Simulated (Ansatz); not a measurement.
# LuPb$_{2}$BrO$_{4}$, a known structure type with other elements, at an estimated volume

```
CELL_PARAMETERS angstrom
3.84491 0.00000 0.00000
0.00000 3.84491 0.00000
0.00000 0.00000 9.12977
ATOMIC_POSITIONS crystal
Lu 0.00000 0.00000 0.00000
Pb 0.50000 0.50000 0.72930
Pb 0.50000 0.50000 0.27070
O 0.50000 0.00000 0.85400
O 0.00000 0.50000 0.85400
O 0.50000 0.00000 0.14600
O 0.00000 0.50000 0.14600
Br 0.00000 0.00000 0.50000
```

Single point in Ansatz 0.2.0 with PBE, no spin polarisation. Cutoff 420 eV, PAW datasets, 9×9×4 Γ-centred k mesh, fermi-dirac filling (width 0.1418 eV).

(1) Metal or insulator?

(2) Which element gives electrons and which takes them?

(3) Is the cell too large or too small?

(4) Which atom feels the largest force, and which way?

(5) What is the formation energy?

(6) Describe some of the short contacts.

Origin: a known structure type with other elements, at an estimated volume, so it need not be a known compound. Caveats: many states at the Fermi level without spin polarisation, so a magnetic state may lie lower.

Answers

(1) It is a metal, with about 3.3 states/eV a cell as the mean within 0.25 eV of the Fermi level, mostly O p (50 %), Pb s (20 %) and Br p (13 %).

(2) Bader charges in e: Lu +2.21, Pb +1.48, Br -0.55, O -1.15. In the mean Lu gives up most and O takes most.

(3) The pressure is 4.5 GPa (compression positive), so with the atoms held at these fractions the cell would first expand. The principal stresses 1.7, 5.9, 5.9 GPa differ, so its shape would change too.

(4) The largest is on O4 (and as large on other atoms): 0.40 eV/Å, components (0.00, 0.00, 0.40). It makes 121° with the line to a nearest neighbour, Pb2 at 2.23 Å.

(5) -1.60 eV an atom against the elements' usual phases (free molecules for gases, crystals otherwise, with no correction for O₂ or N₂), so it is bound against them; other compounds may still compete. Relaxing would lower it.

(6) Pb–O at 2.23 Å: least valence density 0.52 e/Å³ and ELF 0.22 there. Lu–O at 2.34 Å: least valence density 0.37 e/Å³ and ELF 0.14 there. Br–Pb at 3.43 Å: least valence density 0.10 e/Å³ and ELF 0.12 there. Both are smooth PAW fields, read partly inside the augmentation spheres.
